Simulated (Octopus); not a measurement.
PbTe (Fm-3m, No. 225):
```xyz
2
Lattice="0.0000 3.2709 3.2709 3.2709 0.0000 3.2709 3.2709 3.2709 0.0000" Properties=species:S:1:pos:R:3 pbc="T T T"
Te     0.0000     0.0000     0.0000
Pb     3.2709     0.0000     0.0000
```
The cell is a database entry, not relaxed again.

Method: LDA in Octopus 16.4; grid spacing about 0.24 Å, Γ-centred 6×6×6 k-mesh, Fermi-Dirac smearing of 0.03 eV, no spin polarisation; valence-only HGH without core correction for Te Pb. Spin-orbit coupling is left out.

All lattice vectors are scaled alike, with fixed fractional coordinates.

```json
[
 {"lattice scale": "0.96", "gap between mesh points (eV)": "0.46"},
 {"lattice scale": "0.98", "gap between mesh points (eV)": "0.60"},
 {"lattice scale": "1.00", "gap between mesh points (eV)": "0.71"},
 {"lattice scale": "1.02", "gap between mesh points (eV)": "0.80"},
 {"lattice scale": "1.04", "gap between mesh points (eV)": "0.87"}
]
```

**Question.** What volume deformation potential dEg/d ln V does this gap have at the unscaled cell?

**Answer.** About 1.7 eV from a quadratic fit.
